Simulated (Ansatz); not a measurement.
AlCo, first-principles data

AlCo:
```
CELL_PARAMETERS angstrom
      1.35594     0.78285     7.77768
     -1.35594     0.78285     7.77768
      0.00000    -1.56571     7.77768
ATOMIC_POSITIONS crystal
  Al 0.25000 0.25000 0.25000
  Co 0.50000 0.50000 0.50000
  Al 0.75000 0.75000 0.75000
  Co 0.00000 0.00000 0.00000
```
The run is spin-polarised; directions of the spins, atom by atom: 0 ↑ 0 ↓.

Space group R-3m (No. 166); conventional cell a = 2.7119 Å, b = 2.7119 Å, c = 11.6665 Å, α = 90.00°, β = 90.00°, γ = 120.00°.

Method: plane-wave PAW PBE (Ansatz code). Structure relaxed to zero pressure with the same functional. Other levels are named where they apply.

Cell and energy:

```yaml
volume_per_atom: 12.38 Å³
density: 5.76 g/cm³
Formation energy from the elements (no fitted shifts): -0.24 eV/atom
```

Electronic structure:

```yaml
electronic_character: metallic (no gap)
Density of states at the Fermi level: 0.69 states/eV per atom (mean over ±0.08 eV)
```

Magnetism:

```yaml
magnetic_order: antiferromagnetic
net_moment: 0.00 μB per atom
```

Mechanics:

```yaml
Bulk modulus (Birch–Murnaghan fit): 145 GPa
Pressure derivative B′: 4.2
```

A made-up cell: these elements were put on the sites of a structure type; neither database checked (COD, Materials Project) lists it. Whether it is the stable phase at ambient conditions was not checked. The cell was relaxed with PBE under the symmetry of its start, as lowered by the spin order; whether a distortion lowers the energy is not shown. Spin order of the final state: antiferromagnetic, chosen from 4 collinear starts compared on coarse meshes (ties went to the first, and starts can fall back to one state), not a proven ground state. Point labels and valley counts follow the cell and symmetry of the run, lower than the named group. Axis ratios of metals converge slowly with the k-mesh, so a and c are less sure than the volume. The references are the lowest solids computed at this level, not always the standard phases.

Potentials: the later of the program's two PAW sets.
